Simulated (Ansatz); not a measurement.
BiB in space group P6_222 (No. 180; B on 3d, Bi on 3c) at seven volumes, the program Ansatz at the PBE level (PAW), shape and atoms relaxed at each. One row is withheld.

| V (Å³/atom) | P (GPa) |
|---|---|
| 17.868 | 8.57 |
| 18.457 | 5.19 |
| 19.046 | 2.39 |
| 19.635 | 0.00 |
| 20.224 | -2.04 |
| 20.813 | -3.77 |
| 21.402 | ? |

Fit the shown pressures and predict the withheld one.

P = (3/2)B₀(x^(7/2) − x^(5/2))[1 + (3/4)(B′ − 4)(x − 1)] with x = (V₀/V)^(2/3). Least squares on the six rows gives V₀ = 19.632 Å³/atom, B₀ = 73.5 GPa, B′ = 4.51. At V = 21.402, x = 0.9441 and P = -5.23 GPa. The run itself gave -5.21 GPa.

A made-up cell: these elements were put on the sites of a structure type; neither database checked (COD, Materials Project) lists it. Whether it is the stable phase at ambient conditions was not checked. The cell was relaxed with PBE under the symmetry of its start; its stability against distortions is not shown here. Scalar-relativistic: spin–orbit coupling is off unless named, which matters more the heavier the elements.

Potentials: the later of the program's two PAW sets.
